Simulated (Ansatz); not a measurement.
Se:
```
Se
1.0
    0.00000     3.14346     3.14346
    3.14346     0.00000     3.14346
    3.14346     3.14346     0.00000
Se
2
Direct
  0.00000   0.00000   0.00000
  0.25000   0.25000   0.25000
```

Relaxed with r²SCAN. Special points in fractions of this cell's reciprocal vectors: Γ (0.000, 0.000, 0.000); X (0.500, 0.000, 0.500); U (0.625, 0.250, 0.625); K (0.375, 0.375, 0.750); L (0.500, 0.500, 0.500); W (0.500, 0.250, 0.750).

### Question
List the band energies nearest the Fermi level at these points for the program Ansatz at the r²SCAN with spin–orbit coupling level (PAW).

### Answer
In eV from the Fermi level; about four levels below and three above (degenerate sets whole), none deeper than 8.9 eV; points with the same levels are listed once.

```json
[
 {"k": "Γ", "below": "-0.72 -0.72 -0.72 -0.72", "above": "4.72 4.72 8.15 8.15 8.15 8.15"},
 {"k": "X", "below": "-2.03 -2.03 -2.03 -2.03", "above": "2.27 2.27 2.27 2.27"},
 {"k": "U", "below": "-2.23 -2.23 -0.70 -0.70", "above": "1.64 1.64 1.76 1.76"},
 {"k": "L", "below": "-4.32 -4.32 -4.32 -4.32", "above": "0.16 0.16 0.43 0.43"},
 {"k": "W", "below": "-1.35 -1.35 -1.08 -1.08", "above": "1.48 1.48 1.59 1.59"}
]
```

Space group Fd-3m (diamond). The start of the workflow was typed in or built on a structure type; neither database checked (COD, Materials Project) lists it. It is not the phase usual at ambient conditions (space group No. 152). The r²SCAN relaxation kept the symmetry of its start; whether a distortion lowers the energy is not shown. The volume moved by 26 % from the start of the relaxation.

Potentials: the earlier of the program's two PAW sets.
